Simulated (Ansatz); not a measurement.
NiAs-type AlOs

Level of theory: DFT, PBEsol, scalar-relativistic, no spin polarisation; plane waves to 420 eV with PAW datasets (Ansatz 0.2.0), Γ-centred 10×10×6 mesh, 0.05 eV Gaussian smearing. The datasets are Ansatz's generated set soft_2.

```cif
data_structure
_symmetry_space_group_name_H-M 'P 1'
_symmetry_Int_Tables_number 1
_cell_length_a 3.9672
_cell_length_b 3.9672
_cell_length_c 4.9316
_cell_angle_alpha 90.000
_cell_angle_beta 90.000
_cell_angle_gamma 120.000
_cell_volume 67.22
loop_
_atom_site_label
_atom_site_type_symbol
_atom_site_fract_x
_atom_site_fract_y
_atom_site_fract_z
_atom_site_occupancy
Os1 Os 0.00000 0.00000 0.00000 1
Os2 Os 0.00000 0.00000 0.50000 1
Al1 Al 0.33333 0.66667 0.25000 1
Al2 Al 0.66667 0.33333 0.75000 1
```

The structure was built from a prototype; whether the compound forms in it isn't claimed.

Which orbitals carry the states at the Fermi level, and how many states are there?

Within 0.1 eV of it: Os 5d 71 %, Al 3p 18 % (shares among the projected shells). The density of states at the Fermi level is about 2.6 states/eV per cell, averaged over 0.3 eV.

Density of states (tetrahedra, averaged over 0.5 eV; states/eV per cell of 4 atoms; energy in eV from the Fermi level; projections on Löwdin-orthogonalised atomic orbitals, summed over sites):

```csv
E,total,Os 5d,Al 3p,Al 3s,Os 6s,Os 5p
-6.60,0.91,0.15,0.27,0.24,0.23,0.01
-6.10,0.92,0.20,0.22,0.30,0.18,0.01
-5.60,3.34,1.71,0.27,1.16,0.16,0.02
-5.10,1.81,1.10,0.17,0.46,0.05,0.01
-4.60,1.92,1.33,0.35,0.15,0.06,0.01
-4.10,4.95,3.32,1.29,0.15,0.13,0.03
-3.60,2.69,1.84,0.62,0.07,0.11,0.01
-3.10,3.10,2.13,0.65,0.06,0.23,0.01
-2.60,2.91,2.09,0.58,0.04,0.17,0.01
-2.10,2.87,2.07,0.56,0.09,0.10,0.01
-1.60,4.87,3.76,0.68,0.11,0.21,0.02
-1.10,5.26,4.32,0.44,0.16,0.20,0.02
-0.60,3.93,3.07,0.39,0.18,0.16,0.02
-0.10,2.71,1.95,0.41,0.12,0.12,0.02
0.40,1.88,0.96,0.60,0.19,0.03,0.02
0.90,2.12,1.12,0.67,0.19,0.03,0.02
1.40,2.81,1.90,0.58,0.18,0.05,0.01
1.90,2.12,1.37,0.51,0.11,0.06,0.01
```

For elements this heavy, spin–orbit coupling would shift levels and gaps; it isn't included here.
